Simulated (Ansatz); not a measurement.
**Al: one atom moved along a line**

These are results of Ansatz 0.2.0, DFT PBEsol, scalar-relativistic, plane waves, PAW, not measurements. The runs took a 420 eV cutoff, a Γ-centred 18×18×6 mesh and Gaussian smearing (0.15 eV). No spin polarisation. Energies are free energies at this smearing, counted from the undisturbed cell; pressure is positive in compression.

The undisturbed cell (relaxed at this level; this form isn't the usual structure):

```yaml
crystal:
  lattice:
    - [2.83628, 0.00000, 0.00000]
    - [-1.41814, 2.45629, 0.00000]
    - [0.00000, 0.00000, 9.32215]
  atoms:
    - { symbol: Al, position: [0.00000, 0.00000, 0.00000] }
    - { symbol: Al, position: [0.33333, 0.66667, 0.25000] }
    - { symbol: Al, position: [0.00000, 0.00000, 0.50000] }
    - { symbol: Al, position: [0.66667, 0.33333, 0.75000] }
```

Atom 2 (Al) is moved by x along the Cartesian unit vector (-0.500, -0.866, 0.000); the cell and all other atoms stay fixed. The cell is metallic on the mesh throughout.

```tsv
x (Å)	ΔE (meV/cell)	force along x on the moved atoms (eV/Å)	pressure (GPa)
-0.2000	23.3	0.23	0.2
-0.0667	2.6	0.08	0.0
0.0000	0.0	0.00	0.0
0.1333	10.4	-0.16	0.1
0.1667	16.3	-0.19	0.1
```

By symmetry 0.2000 repeats -0.2000, -0.1333 repeats 0.1333, 0.0667 repeats -0.0667 in energy, with the opposite slope along the path.

Cost: 5 runs of about 7.8 core-minutes in all, on Intel Xeon Processor @ 2.50GHz (Skylake/Cascade Lake) (shared hosts).